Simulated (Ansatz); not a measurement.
Ca3PbO (anti-perovskite)

```xyz
5
Lattice="4.7281 0.0000 0.0000 0.0000 4.7281 0.0000 0.0000 0.0000 4.7281" Properties=species:S:1:pos:R:3 pbc="T T T"
Ca     2.3641     0.0000     2.3641
Ca     0.0000     2.3641     2.3641
Ca     2.3641     2.3641     0.0000
Pb     0.0000     0.0000     0.0000
O      2.3641     2.3641     2.3641
```

Calculation: LDA (plane waves to 420 eV, PAW, scalar-relativistic; Ansatz, a program for electronic structure). DFPT wavenumbers on a 10×10×10 k mesh, in cm⁻¹ and rounded to 5; i marks imaginary ones, q is in fractions of the reciprocal vectors of the cell shown, and the three acoustic modes at Γ are left out. At this level the bands of Ca3PbO touch or barely overlap. Ca3PbO was relaxed with its symmetry unable to fall. Spin-orbit coupling is left out, though Pb is heavy.

**Question.** Is the structure dynamically stable at Γ, X = (0.5, 0.0, 0.0), M = (0.5, 0.5, 0.0), R = (0.5, 0.5, 0.5)?

**Answer.** No imaginary mode at these points (lowest 70 cm⁻¹ at X = (0.5, 0.0, 0.0)); other wave vectors were not tested.

**Question.** Predict the phonon wavenumbers at Γ, X = (0.5, 0.0, 0.0), M = (0.5, 0.5, 0.0), R = (0.5, 0.5, 0.5).

**Answer.** 
```json
[
 {"q": "Γ", "wavenumbers (cm⁻¹)": "110 (×3), 155 (×3), 255 (×3), 305 (×3)"},
 {"q": "X = (0.5, 0.0, 0.0)", "wavenumbers (cm⁻¹)": "70 (×2), 85, 120 (×2), 155, 170 (×2), 190, 235 (×2), 245, 305 (×2), 395"},
 {"q": "M = (0.5, 0.5, 0.0)", "wavenumbers (cm⁻¹)": "75, 75 (×2), 85, 165 (×2), 165 (×2), 170, 200, 245, 300, 305, 350 (×2)"},
 {"q": "R = (0.5, 0.5, 0.5)", "wavenumbers (cm⁻¹)": "75 (×3), 75 (×3), 170 (×2), 225 (×3), 340, 355 (×3)"}
]
```
